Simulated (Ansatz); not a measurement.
## From the elastic tensor of Co₂Si₅Ru₃ to moduli and sound speeds

All numbers below come from DFT PBE, scalar-relativistic, plane waves, PAW (Ansatz 0.2.0). Cutoff 420 eV, 12×12×4 k-points (Γ-centred), Fermi-Dirac smearing of 0.15 eV. No spin polarisation.

Space group P4/mmm (No. 123), tetragonal, a = 2.911 Å, c = 14.089 Å. Co is surrounded by 8 Si at 2.44 Å, 1 Co at 2.61 Å, 1 Ru at 2.79 Å and 4 Co at 2.91 Å; around Si on a site of symmetry 4mm lie 8 Ru at 2.53 Å and 6 Si at 2.91–2.96 Å; around Si on a second site of symmetry 4mm lie 4 Co at 2.44 Å, 4 Ru at 2.53 Å, 1 Si at 2.61 Å and 5 Si at 2.91–2.96 Å; Si on a site of symmetry 4/mmm has 8 Co at 2.44 Å, 2 Si at 2.61 Å and 4 Si at 2.91 Å; Ru on a site of symmetry 4/mmm is surrounded by 8 Si at 2.53 Å and 6 Ru at 2.91–2.95 Å; Ru on a site of symmetry 4mm has 8 Si at 2.53 Å, 1 Co at 2.79 Å and 5 Ru at 2.91–2.95 Å.

It was reached by relaxing an invented guess, and it needn't be the stable form of this composition. In a metal, frequencies and elastic constants depend on the k mesh and the smearing, soft modes and shear constants most.

Relaxed-ion constants (GPa, on the Cartesian axes of the calculation):
C11 = 387.4, C12 = 169.0, C13 = 142.4, C22 = 387.4, C23 = 142.4, C33 = 417.2, C44 = 63.8, C55 = 63.8, C66 = 64.8 GPa; the others vanish.

Density 7.810 g/cm³; 10 atoms in 119.39 Å³.

With S = C⁻¹: B_V = (C11+C22+C33+2(C12+C13+C23))/9, G_V = (C11+C22+C33−C12−C13−C23+3(C44+C55+C66))/15, 1/B_R = S11+S22+S33+2(S12+S13+S23), 15/G_R = 4(S11+S22+S33−S12−S13−S23)+3(S44+S55+S66); Hill is their mean. Then v_l = √((B+4G/3)/ρ), v_t = √(G/ρ), v_m = [(2/v_t³+1/v_l³)/3]^(−1/3) and Θ = (ħ/k_B)·v_m·(6π²n/V)^(1/3) for n atoms in the volume V; E = 9BG/(3B+G), ν = (3B−2G)/(2(3B+G)) and A^U = 5G_V/G_R + B_V/B_R − 6.

```
Bulk modulus, Voigt / Reuss / Hill          : 233.3 / 233.3 / 233.3 GPa
Shear modulus, Voigt / Reuss / Hill         : 87.7 / 79.0 / 83.4 GPa
Young's modulus                             : 223 GPa
Poisson ratio                               : 0.340
Pugh ratio B/G                              : 2.80 (over 1.75, the rule of thumb for ductile)
Universal anisotropy index                  : 0.55
Longitudinal and transverse sound speeds    : 6641 and 3267 m/s
Debye temperature from the mean sound speed : 478 K
```
